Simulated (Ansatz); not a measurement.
## Mg$_{2}$Si$_{3}$N: relaxed-ion elastic tensor

These are results of DFT PBE, scalar-relativistic, plane waves, PAW (Ansatz), not measurements. Plane waves to 420 eV; Γ-centred k mesh 12×12×4; Gaussian smearing of 0.10 eV. No spin polarisation.

Equilibrium structure at this level:
```xyz
6
Lattice="3.2179 0.0000 0.0000 -1.6090 2.7868 0.0000 0.0000 0.0000 10.2085" Properties=species:S:1:pos:R:3 pbc="T T T"
Mg    1.6090    0.9289    9.1722
Mg    0.0000    1.8579    1.0364
Si    0.0000    1.8579    6.7637
Si    0.0000    0.0000    5.1043
Si    1.6090    0.9289    3.4448
N     0.0000    0.0000    0.0000
```

It was reached by relaxing an invented guess, and it needn't be the stable form of this composition. In a metal, frequencies and elastic constants depend on the k mesh and the smearing, soft modes and shear constants most.

Question: Give the relaxed-ion elastic constants (GPa, Voigt order xx yy zz yz xz xy, on the Cartesian axes of the cell above).

Answer:
```
140.1  48.4  40.0   4.6   0.0   0.0
 48.4 140.1  40.0  -4.6   0.0   0.0
 42.0  42.0 142.1   0.0   0.0   0.0
  4.3  -4.3   0.0  24.2   0.0   0.0
  0.0   0.0   0.0   0.0  24.2   4.3
  0.0   0.0   0.0   0.0   4.6  45.9
```

Question: Is the crystal stable against homogeneous strain?

Answer: Yes: the least eigenvalue of the tensor is 23.3 GPa.

Question: And the moduli of a polycrystal (Hill averages)?

Answer: B = 76 GPa, G = 36 GPa, E = 93 GPa, ν = 0.29.
